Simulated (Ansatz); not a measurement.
InAs (zinc blende, space group No. 216) under volume change, DFT-PBEsol in the program Ansatz with PAW potentials, scaled uniformly.

| V (Å³/atom) | E − E(relaxed) (meV/atom) | P (GPa) |
|---|---|---|
| 25.658 | (withheld) | (withheld) |
| 26.504 | 19.9 | 3.99 |
| 27.350 | (withheld) | (withheld) |
| 28.196 | 0.0 | 0.00 |
| 29.042 | 4.2 | -1.53 |
| 29.888 | 15.7 | -2.82 |
| 30.734 | 33.6 | -3.90 |

Question: Some entries are withheld; supply them.

Answer: 
- 25.658, E − E(relaxed) (meV/atom): 47.5
- 25.658, P (GPa): 6.55
- 27.350, E − E(relaxed) (meV/atom): 4.7
- 27.350, P (GPa): 1.83

Question: What does a third-order Birch–Murnaghan fit give for V₀, B₀ and B′?

Answer: V₀ = 28.20 Å³/atom, B₀ = 55.6 GPa, B′ = 4.7.

Space group F-43m (zinc blende). Symmetry was held in the PBEsol relaxation.

Potentials: the earlier of the program's two PAW sets. The files were generated under PBE; for other functionals the program regenerates the frozen cores, and for LDA and PBEsol the local potential too.
